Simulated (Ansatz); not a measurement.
Consider the following.

ZrPt:
```
CELL_PARAMETERS angstrom
      1.72087    -5.19672     0.00000
      1.72087     5.19672     0.00000
      0.00000     0.00000     4.28112
ATOMIC_POSITIONS crystal
  Zr 0.85879 0.14121 0.75000
  Zr 0.14121 0.85879 0.25000
  Pt 0.59227 0.40773 0.75000
  Pt 0.40773 0.59227 0.25000
```

This is the r²SCAN-relaxed structure.

Question: All from the program Ansatz at the r²SCAN level (PAW), unless another level is named. Estimate the formation energy from the elements (no fitted shifts).

Answer: -1.22 eV/atom.

Question: Predict the density of states at the Fermi level.

Answer: 0.36 states/eV per atom (mean over ±0.08 eV).

Space group Cmcm. The workflow started from a Materials Project entry (that database holds measured and hypothetical structures alike); the Crystallography Open Database copy checked does not list it. COD files the formula under space group No. 221, so this cell is another polymorph or a model. Whether it is the stable phase at ambient conditions was not checked. The r²SCAN relaxation kept the symmetry of its start; whether a distortion lowers the energy is not shown. The run is not spin-polarised. The references are the lowest solids computed at this level, not always the standard phases. Scalar-relativistic: spin–orbit coupling is off unless named, which matters more the heavier the elements.

Potentials: the later of the program's two PAW sets.
